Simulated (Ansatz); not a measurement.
With PBE in the plane-wave PAW code Ansatz, S in the α-S8 structure (Fddd) relaxes to a = 12.793 Å, b = 15.473 Å, c = 24.778 Å. S on 32h has 2 nearest neighbours from 2.07 Å (bent); S on 32h has 2 nearest neighbours from 2.07 Å (bent); S on 32h has 2 nearest neighbours from 2.07 Å (bent); S on 32h has 2 nearest neighbours from 2.07 Å (bent).

It is gapped at this level: 2.71 eV (indirect).

The PBE relaxation kept the symmetry of its start. The volume lies over 15 % above that of the usual cell of this phase: another minimum, or an error of the functional. A crystal of weakly bound molecules computed without a dispersion correction: the cell and the soft elastic constants depend strongly on that.

Potentials: the earlier of the program's two PAW sets.
